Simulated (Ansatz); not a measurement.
# Structures of Ag$_{2}$B$_{3}$: which is lowest?

Plane-wave DFT in Ansatz with scalar-relativistic PAW potentials, cutoff 420 eV, Γ-centred meshes chosen by cell and gap, Gaussian smearing with energies taken to zero width. Every cell was relaxed (cell and atoms) in a run of its own, within the symmetry of its start. Functional: PBE.

Relaxed structures (starts from databases or built by putting these elements on another compound's sites):
A. P-3m1, 5 atoms in the computed cell, a = 2.963 Å, c = 7.799 Å; sites (symmetry × multiplicity) Ag 3m. × 2, B -3m. × 1 + 3m. × 2; start: built
B. R-3m, 5 atoms in the computed cell, a = 2.992 Å, c = 22.424 Å; sites (symmetry × multiplicity) Ag 3m × 6, B -3m × 3 + 3m × 6; start: built

Rank them by energy. Could pressure change the order?

| structure | group | E − E(lowest) (meV/atom) | V (Å³/atom) | gap on mesh (eV) |
| --- | --- | --- | --- | --- |
| B | R-3m | 0.0 | 11.59 | 0.00 |
| A | P-3m1 | 20.6 | 11.86 | 0.00 |

B is lowest, 21 meV/atom under A. The lowest is also the densest of these, so pressure wouldn't bring one of the others in at first order. Other structures may lie lower than all of these, and vibrations aren't counted.